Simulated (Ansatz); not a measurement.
The elements of this relaxed crystal are hidden behind letters.

```
lattice vectors (Å)
   4.9173   -2.8276    0.0000
   4.9173    2.8276    0.0000
   0.0000    0.0000    5.2495
fractional positions
X 0.5084 0.8349 0.4917
X 0.1651 0.4916 0.4917
X 0.4916 0.1651 0.9917
X 0.8349 0.5084 0.9917
Z 0.8221 0.1779 0.4870
Z 0.1779 0.8221 0.9870
Q 0.5367 0.8336 0.8557
Q 0.1664 0.4633 0.8557
Q 0.4633 0.1664 0.3557
Q 0.8336 0.5367 0.3557
Q 0.7983 0.2017 0.9061
Q 0.2017 0.7983 0.4061
```

These are results of DFT PBE, scalar-relativistic, plane waves, PAW in Ansatz, not measurements. Cutoff 420 eV, Γ-centred 6×6×6 mesh (12-atom cell), Gaussian smearing of 0.02 eV, no spin polarisation.

```
Space group                               : Cmc2_1 (No. 36)
Conventional cell                         : a = 9.835 Å, b = 5.655 Å, c = 5.250 Å
Volume per atom                           : 12.17 Å³
Density                                   : 4.80 g/cm³
Energy over the elements                  : −0.861 eV/atom
Gap on the 6×6×6 mesh of the 12-atom cell : 2.16 eV
```

Energies are uncorrected and count from the elements' standard states at the same level.

Q: X is a p-block element of period 3, Z is a p-block element of period 5 and Q is a p-block element of period 2. Which elements are they?

A: X = Al, Z = In, Q = N, so the formula is Al2InN3. Density times volume gives a mean mass of 4.80 × 12.17/1.6605 = 35.2 u per atom, and this set has 35.1 u. Al has 4 N at 1.90–1.92 Å; around In lie 4 N at 2.18–2.20 Å; N on a site of symmetry 1 is surrounded by 3 Al at 1.90–1.92 Å and 1 In at 2.18 Å; 1 more site not described. Other sets within the hints have nearly the same mass, so mass alone doesn't settle it; this one was computed.

Kohn–Sham gaps at this level usually fall short of measured ones. Symmetry constrained the relaxation, so the result can be a saddle point.
